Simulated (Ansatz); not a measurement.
# Be$_{2}$B: computed property card

Be2B (fluorite or antifluorite type, Fm-3m), a = b = c = 4.553 Å, α = β = γ = 90.00°; the cell used has 3 atoms.

Space group Fm-3m (No. 225), fluorite or antifluorite type; conventional cell a = b = c = 4.553 Å, α = β = γ = 90.00°.

Method: PBEsol (plane waves, PAW; program Ansatz). The cell and atoms are relaxed at this level. Other levels are named where they apply.

**Cell and energy**

```json
{
 "volume_per_atom": "7.86 Å³",
 "density": "2.03 g/cm³",
 "Formation energy from the elements (no fitted shifts)": "4.8 kJ/mol of atoms"
}
```

**Electronic structure**

```json
{
  "electronic_character": "metallic (no gap)",
  "Density of states at the Fermi level": "0.25 states/eV per atom (mean over ±0.08 eV)"
}
```

**Mechanics**

```json
{
  "Bulk modulus (Birch–Murnaghan fit)": "1480 kbar",
  "Pressure derivative B′": "3.4",
  "Elastic constants (relaxed ions, GPa)": "C11 = 268, C12 = 88.1, C44 = 137",
  "mechanical_stability": "stable (all eigenvalues of C positive)",
  "hill_bulk_and_shear_moduli": "148 and 116 GPa",
  "Young's modulus": "275 GPa",
  "Poisson's ratio": "0.19",
  "debye_temperature_from_the_elastic_constants": "1250 K"
}
```

**Charges**

```json
{
  "bader_charges": "Be +1.54, B -3.07 e"
}
```

The workflow started from an entry of the Crystallography Open Database (COD). Whether it is the stable phase at ambient conditions was not checked. Symmetry was held in the PBEsol relaxation; whether a distortion lowers the energy is not shown. As this level gives no gap, shear constants depend on the k-mesh and smearing (Fermi–Dirac, 0.1 eV here). The references are the lowest solids computed at this level, not always the standard phases.

Potentials: the later of the program's two PAW sets.
